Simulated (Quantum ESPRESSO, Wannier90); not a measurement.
Wannier functions of HgI (I4/mmm)

```
begin unit_cell_cart
ang
    5.0704400000    0.0000000000    0.0000000000
    0.0000000000    5.0704400000    0.0000000000
   -2.5352200000   -2.5352200000    5.8858400000
end unit_cell_cart
begin atoms_frac
Hg  -0.1115600000 -0.1115600000 -0.2231200000
Hg   0.1115600000  0.1115600000  0.2231200000
I   -0.3455800000 -0.3455800000  0.3088400000
I    0.3455800000  0.3455800000 -0.3088400000
end atoms_frac
```

Structure: Materials Project mp-22859, symmetrised, not relaxed again. COD (Crystallography Open Database) has an entry of this formula and space group (matched by these alone). Method: PBEsol plane waves in Quantum ESPRESSO 7.5 (PseudoDojo norm-conserving files, 56 Ry, spinors with spin-orbit coupling), Bloch states on a 4×4×4 mesh through Γ, Wannier90 4.0.1. Density: 8×8×8 mesh, cold smearing 0.01 Ry.

Bands 17-20,41-54 form an isolated set from -12.07 to 0.00 eV relative to the valence-band maximum (on the path) and are turned into 18 Wannier functions by minimising the spread from the start: SCDM (isolated). Bands 21–22 (Hg 5d 88 %, Hg 6s 5 %), 23–28 (Hg 5d 99 %), 29–40 (Hg 5d 93 %, I 5p 5 %) lie between the kept ones and are excluded.

**Question.** Where do the functions sit, how wide are they and what are they made of?

**Answer.** 
```tsv
functions	spread (Å²)	nearest atom, distance (Å)	second atom, distance (Å)	weight on atomic waves
4	3.58	I 1.15	Hg 1.60	I 5p 60 %, Hg 6s 20 %, I 5s 8 %
12	2.44	I 0.56	Hg 2.82	I 5p 63 %, I 5s 29 %
2	4.32	Hg 1.31	Hg 1.31	Hg 6s 77 %, Hg 5d 11 %, I 5p 7 %
```

Ω_I = 47.84 Å², Ω_total = 52.19 Å²; the interpolated bands follow pw.x to 11 meV rms on the path. Only this start was tried; a symmetric start can stop on a saddle, and mixtures of these functions could lower the total by at most Ω_total − Ω_I.
